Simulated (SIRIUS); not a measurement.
**How a calculation on CsIn5S8 (C2/m, 14 atoms in the cell; from Materials Project mp-22007) responds to its settings**

```yaml
crystal:
  lattice:
    - [9.59849, -1.94580, 0.00000]
    - [9.59849, 1.94580, 0.00000]
    - [-1.97026, 0.00000, 9.16180]
  atoms:
    - { symbol: Cs, position: [0.50000, 0.50000, 0.50000] }
    - { symbol: In, position: [0.00000, 0.00000, 0.00000] }
    - { symbol: In, position: [0.34909, 0.34909, 0.06633] }
    - { symbol: In, position: [0.65091, 0.65091, 0.93367] }
    - { symbol: In, position: [0.29036, 0.29036, 0.65986] }
    - { symbol: In, position: [0.70964, 0.70964, 0.34014] }
    - { symbol: S, position: [0.83297, 0.83297, 0.51621] }
    - { symbol: S, position: [0.16703, 0.16703, 0.48379] }
    - { symbol: S, position: [0.92111, 0.92111, 0.19448] }
    - { symbol: S, position: [0.07889, 0.07889, 0.80552] }
    - { symbol: S, position: [0.58155, 0.58155, 0.13771] }
    - { symbol: S, position: [0.41845, 0.41845, 0.86229] }
    - { symbol: S, position: [0.76450, 0.76450, 0.84760] }
    - { symbol: S, position: [0.23550, 0.23550, 0.15240] }
```

Base run A: LDA (PW92), GBRV LDA ultrasoft pseudopotentials run with SIRIUS, self-consistent single point.

Its settings: parameters.ngridk = 3 3 2; parameters.xc_functionals = [XC_LDA_X, XC_LDA_C_PW]; parameters.gk_cutoff = 6.325 1/bohr; parameters.pw_cutoff = 14.143 1/bohr; parameters.smearing = gaussian; parameters.smearing_width = 0.00183747 Ha; potentials = GBRV LDA ultrasoft pseudopotentials; parameters.electronic_structure_method = pseudopotential; parameters.num_bands = 73; parameters.num_mag_dims = 0; parameters.num_dft_iter = 100; parameters.energy_tol = 1e-07 Ha; parameters.density_tol = 1e-06; mixer.type = broyden2; mixer.beta = 0.5; mixer.use_hartree = false.

The structure comes from a collection of computed structures, made at another level of theory; the collection holds predicted forms beside known ones.

ΔF is the free energy per atom less that of run A. 

A variant of run A gave: the free energy goes down by 10.5 meV/atom, the pressure goes from -3.43 to -0.45 GPa and the largest force goes from 0.248 to 0.302 eV/Å.

**Question.** Name the change that produced these shifts.
(A) lattice scaled by 1.03; parameters.gk_cutoff: 6.325 1/bohr → 4.899 1/bohr; parameters.pw_cutoff: 14.143 1/bohr → 10.955 1/bohr
(B) lattice scaled by 0.985
(C) lattice scaled by 0.97
(D) lattice scaled by 1.015

**Answer.** B, lattice scaled by 0.985. That run gave: ΔF (meV/atom) -10.5; pressure (GPa) -0.45; largest force (eV/Å) 0.302.

The base and the other variants:

```csv
change,ΔF (meV/atom),pressure (GPa),largest force (eV/Å)
base,0.00,-3.43,0.248
lattice scaled by 0.97,1.50,3.31,0.716
lattice scaled by 0.97; parameters.gk_cutoff: 6.325 1/bohr → 4.899 1/bohr; parameters.pw_cutoff: 14.143 1/bohr → 10.955 1/bohr,899.0,-39.05,0.706
lattice scaled by 0.985; parameters.gk_cutoff: 6.325 1/bohr → 4.899 1/bohr; parameters.pw_cutoff: 14.143 1/bohr → 10.955 1/bohr,896.1,-41.21,0.284
lattice scaled by 1.015,29.3,-5.77,0.508
lattice scaled by 1.015; parameters.gk_cutoff: 6.325 1/bohr → 4.899 1/bohr; parameters.pw_cutoff: 14.143 1/bohr → 10.955 1/bohr,933.6,-42.91,0.562
lattice scaled by 1.03,74.5,-7.57,0.783
lattice scaled by 1.03; parameters.gk_cutoff: 6.325 1/bohr → 4.899 1/bohr; parameters.pw_cutoff: 14.143 1/bohr → 10.955 1/bohr,974.2,-42.97,0.821
parameters.gk_cutoff: 6.325 1/bohr → 4.899 1/bohr; parameters.pw_cutoff: 14.143 1/bohr → 10.955 1/bohr,899.9,-42.14,0.269
```

At a cut-down plane-wave cutoff the stress holds a Pulay term: a spurious tension from the incomplete basis, which lowers the pressure; energies, forces and gaps of such rows are unconverged too.
